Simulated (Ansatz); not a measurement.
The relaxed structure here is a generated cell of VPt2: the first start was made by a random draw of sites in a space group, and the end was not matched to a known phase here, so it may be hypothetical.

A relaxed structure of VPt2. Space group P6/mmm (No. 191). Level of theory: PBE (plane waves to 420 eV, PAW, scalar-relativistic; Ansatz, a first-principles code).

```cif
data_Pt4V2
_chemical_formula_sum 'Pt4 V2'
_space_group_name_H-M_alt 'P 1'
_space_group_IT_number 1
_cell_length_a 8.06995
_cell_length_b 8.06995
_cell_length_c 2.56109
_cell_angle_alpha 90.000
_cell_angle_beta 90.000
_cell_angle_gamma 120.000
loop_
_space_group_symop_operation_xyz
  'x, y, z'
loop_
_atom_site_label
_atom_site_type_symbol
_atom_site_fract_x
_atom_site_fract_y
_atom_site_fract_z
_atom_site_occupancy
Pt1 Pt 0.00000 0.00000 0.50000 1
Pt2 Pt 0.50000 0.00000 0.50000 1
Pt3 Pt 0.00000 0.50000 0.50000 1
Pt4 Pt 0.50000 0.50000 0.50000 1
V1 V 0.33333 0.66667 0.50000 1
V2 V 0.66667 0.33333 0.50000 1
```

**Question.** Estimate the magnetic moment that PBE returns for this input.

**Answer.** Net 0.07 μB/atom, ferromagnetic.

Spin state reached: ferromagnetic (net 0.07 μB/atom), from parallel starting moments; other spin orders were not run from this start.

The run could not lose the symmetry of its start: the end is stationary, and may be a saddle point rather than a minimum.

All atoms sit on sites fixed by symmetry, so only the cell could relax.
